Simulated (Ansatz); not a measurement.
Data:

HBr:
```cif
data_H2Br2
_chemical_formula_sum 'H2 Br2'
_space_group_name_H-M_alt 'P 1'
_space_group_IT_number 1
_cell_length_a 4.10115
_cell_length_b 4.10115
_cell_length_c 5.43998
_cell_angle_alpha 90.000
_cell_angle_beta 90.000
_cell_angle_gamma 80.310
loop_
_space_group_symop_operation_xyz
  'x, y, z'
loop_
_atom_site_label
_atom_site_type_symbol
_atom_site_fract_x
_atom_site_fract_y
_atom_site_fract_z
_atom_site_occupancy
H1 H 0.06080 0.93920 0.81670 1
H2 H 0.93920 0.06080 0.31670 1
Br1 Br 0.25487 0.74513 0.00430 1
Br2 Br 0.74513 0.25487 0.50430 1
```

This is the r²SCAN+D4-relaxed structure.

Problem. All from plane-wave PAW r²SCAN+D4 (Ansatz code), unless another level is named. Give the electron effective mass.

Solution. 0.34, 0.36, 0.53 mₑ (principal values).

Problem. Next, the formation energy from the elements (no fitted shifts)?

Solution. -26 kJ/mol of atoms.

Problem. Give the HSE06 gap on the r²SCAN+D4 cell.

Solution. 5.96 eV.

Problem. Give the gap with spin–orbit coupling.

Solution. 5.20 eV.

Problem. Give the weight of the conduction-edge state by species (Voronoi cells).

Solution. H 52 %, Br 48 %.

Problem. Give the weight of the valence-edge state by species (Voronoi cells).

Solution. Br 90 %, H 10 %.

Space group Cmc2_1. The workflow started from an entry of the Crystallography Open Database (COD), which files this formula under 3 space groups. The r²SCAN+D4 relaxation kept the symmetry of its start; of distortions, only those at the zone centre were tested. The substance is a gas or liquid at ambient conditions. The references are the lowest solids computed at this level, not always the standard phases (solids in place of the gases). Scalar-relativistic: spin–orbit coupling is off unless named, which matters more the heavier the elements.

Potentials: the later of the program's two PAW sets.
